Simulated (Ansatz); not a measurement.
Input:

Ga2Se3 (space group Cc)

```cif
data_Ga4Se6
_chemical_formula_sum 'Ga4 Se6'
_space_group_name_H-M_alt 'P 1'
_space_group_IT_number 1
_cell_length_a 6.70672
_cell_length_b 6.70672
_cell_length_c 6.63736
_cell_angle_alpha 99.213
_cell_angle_beta 99.213
_cell_angle_gamma 120.564
loop_
_space_group_symop_operation_xyz
  'x, y, z'
loop_
_atom_site_label
_atom_site_type_symbol
_atom_site_fract_x
_atom_site_fract_y
_atom_site_fract_z
_atom_site_occupancy
Ga1 Ga 0.78170 0.27889 0.50498 1
Ga2 Ga 0.27889 0.78170 0.00498 1
Ga3 Ga 0.41433 0.58579 0.50121 1
Ga4 Ga 0.58579 0.41433 0.00121 1
Se1 Se 0.59329 0.74906 0.88919 1
Se2 Se 0.74906 0.59329 0.38919 1
Se3 Se 0.04624 0.21091 0.35826 1
Se4 Se 0.21091 0.04624 0.85826 1
Se5 Se 0.37728 0.90299 0.39396 1
Se6 Se 0.90299 0.37728 0.89396 1
```

This relaxed cell (volume V₀) is scaled evenly in all directions, its shape held. The atoms relax within the cell's symmetry.

Method: PBEsol (plane waves to 420 eV, PAW, scalar-relativistic; Ansatz, a quantum-chemistry and plane-wave program). k mesh 6×6×6 (Γ-centred), Fermi-Dirac smearing 0.05 eV. The energy includes the smearing's −TS. Stress and pressure are positive under compression. With the shape held, the modulus is that of even scaling; a crystal free to change shape is softer. Ga2Se3 was relaxed with its symmetry unable to fall. ΔE is measured from the relaxed starting cell.

The scan covers V/V₀ from 0.900 to 1.100 in 9 points.

Q: What pressure does the cell carry at V/V₀ = 0.900?

A: 4.85 GPa.

Q: What is ΔE at V/V₀ = 1.100?

A: 20.9 meV/atom.

Q: What is ΔE at V/V₀ = 0.900?

A: 32.7 meV/atom.

(A scan under strain: stresses follow from slopes of the energy per volume, elastic moduli from its curvatures.)
